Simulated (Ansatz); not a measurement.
**Co under strain: Electric field gradients**

The cell is a structure deposited in the COD, relaxed with PBE at fixed cell and then changed (z compressed by 3 %, ions relaxed).

```xyz
2
Lattice="2.5054 0.0000 0.0000 -1.2527 2.1697 0.0000 0.0000 0.0000 3.9666" Properties=species:S:1:pos:R:3 pbc="T T T"
Co    0.0000    1.4465    0.9917
Co    1.2527    0.7232    2.9750
```

Atoms are numbered from 1 in the order listed; like atoms form one site, named after its first atom.

All values are calculated (Ansatz; DFT, PBE, plane waves and PAW, scalar-relativistic, collinear spin, 420 eV cutoff, Γ-centred 21×21×11 k-points, Fermi–Dirac smearing 0.05 eV), not measured. Start moments as typed (μB): 2 on each Co.

V_zz is the principal component of the electric field gradient with the largest magnitude, η = (V_xx − V_yy)/V_zz and C_Q = eQV_zz/h. Directions are in the Cartesian axes of the cell vectors above, for the atom listed; none is given where the gradient is under 0.02 or η is above 0.95.

(1) Give the quadrupolar parameters of the distinct sites.

Answers

(1) 

```tsv
site	first atom	first shell	V_zz (10²¹ V/m²)	η	direction of V_zz (x, y, z)
Co	1	12 Co at 2.45–2.51 Å	-0.78	0.00	0.00 0.00 1.00
```

An axis of threefold or higher order runs through Co, so V_zz lies along it and η is zero.

With no gap above 0.1 eV, as in a metal, the gradients converge slowly in k; expect changes of a tenth or more on a denser mesh. With these PAW files V_zz is typically within 2 to 3 % of all-electron values, but misses above 10 % occur on Co.
